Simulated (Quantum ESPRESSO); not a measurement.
## Sc3Sn2PdTa2 (one composition in several site orders)

A calculation, not a measurement. The program is pw.x of Quantum ESPRESSO 7.5 (plane-wave density functional theory). The cell is made up: eight metal atoms on a face-centred cubic lattice, with elements, volume, strain and displacements drawn at random and not relaxed, so it may be unstable or far from any real phase. PseudoDojo standard norm-conserving files set the functional (PBE unless stated); there is no spin polarisation or spin-orbit coupling, the Fermi-Dirac width of 0.25 eV means electrons at about 2900 K, and the masses in the input are unused placeholders. The tin pseudopotential is less sure than most, with forces differing by about three percent from a second method on plain tin. Heavy elements are run without spin-orbit coupling, which real alloys of them have. A spin test at this wide smearing found no moment, but such smearing suppresses magnetism that the real alloy may have.

The runs put one composition on the sites in different orders. Cell, positions, cutoff, mesh and smearing stay as in the input of run 1; sites are counted in its order. Stress in the tables is positive in tension.

Input of run 1:

```
&control calculation='scf', pseudo_dir='./dojo.nc.sr.pbe.v0_5.standard.upf', outdir='./o', disk_io='medium', tprnfor=.true., tstress=.true. /
&system ibrav=0, nat=8, ntyp=4, nbnd=69, ecutwfc=82.02448710, nosym=.true., tot_charge=0,
 occupations='smearing', smearing='fd', degauss=0.0183746611
/
&electrons conv_thr=1.470e-08, electron_maxstep=70, mixing_beta=0.5 /
ATOMIC_SPECIES
Pd 1.0 Pd.upf
Sc 1.0 Sc.upf
Sn 1.0 Sn.upf
Ta 1.0 Ta.upf
CELL_PARAMETERS angstrom
2.3002 4.4988 2.2863
-0.0236 4.4299 -4.4112
-4.5189 4.4566 0.0031
ATOMIC_POSITIONS angstrom
Sc 0.1008 -0.088 0.1086
Sn -2.354 2.035 -0.0735
Pd 0.0188 2.1323 -2.0374
Ta -2.3335 4.4009 -2.1418
Sc -0.051 4.3956 0.0987
Sc -2.1826 6.7228 0.0229
Sn 0.1315 6.6192 -2.2347
Ta -2.2654 8.9966 -2.1106
K_POINTS automatic
5 5 4 1 1 1
```

```
run  elements on sites 1 to 8  free energy less that of run 1 (eV)  -TS (eV)  pressure (GPa)  stress xx (GPa)  stress yy (GPa)  stress zz (GPa)  stress yz (GPa)  stress xz (GPa)  stress xy (GPa)  iterations
  1   Sc Sn Pd Ta Sc Sc Sn Ta                                0.000    -1.735           -8.35             8.49             7.80             8.76            -0.82             0.25             0.57          19
  2   Ta Sn Sc Sn Ta Sc Sc Pd                                0.366    -1.835           -7.81             9.68             7.01             6.74             1.14             1.23            -0.02          18
  3   Pd Sc Sc Sc Sn Ta Sn Ta                                0.354    -1.715           -7.50             8.25             6.91             7.33             0.60             0.79             0.27          19
  4   Ta Sn Ta Sc Sc Sn Sc Pd                                0.023    -1.808           -8.25             8.76             8.44             7.55            -0.94            -1.57            -0.39          19
  5   Sc Ta Pd Sn Sc Sn Ta Sc                                0.537    -1.806           -7.57             7.34             6.80             8.57            -1.33             0.53            -1.06          19
  6   Ta Sc Sc Sn Pd Sc Ta Sn                               -0.214    -1.783           -8.64             7.51            10.89             7.51             2.45            -0.89             0.39          18
```

Forces Fx Fy Fz (eV/Å):

| site | run 1 | run 2 | run 3 | run 4 | run 5 | run 6 |
| --- | --- | --- | --- | --- | --- | --- |
| 1 | -0.10 -0.05 0.06 | -0.30 0.16 -0.35 | 0.16 0.07 -0.02 | -0.25 0.13 0.01 | -0.59 0.17 0.13 | -0.87 0.25 0.33 |
| 2 | 0.27 0.76 0.39 | 0.34 0.12 0.37 | -0.03 0.63 0.68 | 0.64 0.29 1.07 | 1.14 0.49 0.66 | 0.83 0.44 0.73 |
| 3 | 0.16 0.04 -0.12 | -0.47 -0.08 -0.49 | -0.02 -0.13 -0.48 | 0.08 0.23 -0.34 | -0.33 -0.11 -0.31 | -0.43 0.26 -0.56 |
| 4 | -0.36 -0.02 -0.62 | 0.77 0.01 -0.10 | 0.00 -0.01 -0.06 | 0.08 -0.38 -0.47 | 0.90 0.19 -0.57 | 1.09 -0.03 0.27 |
| 5 | -0.05 -0.01 -0.84 | 0.38 -0.05 0.26 | 0.19 0.02 -0.24 | 0.61 0.11 -0.19 | -0.13 -0.37 -0.65 | 0.28 0.04 0.22 |
| 6 | -0.16 -0.23 -0.51 | 0.10 0.20 0.26 | 0.22 0.39 -0.05 | -0.85 0.00 -0.61 | -0.40 -0.21 0.31 | -0.29 -0.26 0.10 |
| 7 | -0.41 0.15 1.14 | -0.42 -0.12 0.18 | -0.42 0.11 0.35 | 0.02 -0.28 0.50 | -0.80 0.26 0.17 | -0.01 0.29 -0.45 |
| 8 | 0.66 -0.65 0.50 | -0.40 -0.25 -0.13 | -0.10 -1.08 -0.17 | -0.33 -0.10 0.02 | 0.21 -0.44 0.26 | -0.60 -0.98 -0.64 |

The sites are displaced and not relaxed, so the energy differences mix bonding between neighbours with strain and are not ordering energies. A rerun of one cell of this series at a higher cutoff and on a denser mesh moved values by no more than 0.002 eV in energy, 0.02 GPa in stress and 0.003 eV/Å in force, and a second program with other atomic files agreed on that cell to 2 % rms in force and 0.5 GPa in pressure.